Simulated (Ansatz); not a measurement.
MgB$_{2}$:
```cif
data_B2Mg
_chemical_formula_sum 'Mg1 B2'
_space_group_name_H-M_alt 'P6/mmm'
_space_group_IT_number 191
_space_group_name_Hall '-P 6 2'
_cell_length_a 3.03279
_cell_length_b 3.03279
_cell_length_c 3.46471
_cell_angle_alpha 90.000
_cell_angle_beta 90.000
_cell_angle_gamma 120.000
loop_
_atom_site_label
_atom_site_type_symbol
_atom_site_symmetry_multiplicity
_atom_site_Wyckoff_symbol
_atom_site_fract_x
_atom_site_fract_y
_atom_site_fract_z
_atom_site_occupancy
Mg1 Mg 1 a 0.00000 0.00000 0.00000 1
B1 B 2 d 0.33333 0.66667 0.50000 1
```

Relaxed at zero pressure with DFT-LDA in the program Ansatz with PAW potentials.

### Question
The volume is raised by 3 % and shape and atoms relax at that volume. What pressure results, and how do the axes share the change?

### Answer
-4.3 GPa; a 0.8 %, b 0.8 %, c 1.4 %; the energy rises by 4 meV/atom.

### Question
Give the new structure.

### Answer

Space group P6/mmm (No. 191); a = b = 3.056 Å, c = 3.515 Å, α = β = 90.00°, γ = 120.00°

```
atom  site  symmetry       x       y       z
----  ----  --------  ------  ------  ------
Mg      1a     6/mmm  0.0000  0.0000  0.0000
B       2d      -6m2  0.3333  0.6667  0.5000
```

The phase is kept; no other phase was compared at this pressure.

Symmetry was held in the LDA relaxation; phonons on a q-mesh show no instability.

Potentials: the later of the program's two PAW sets.
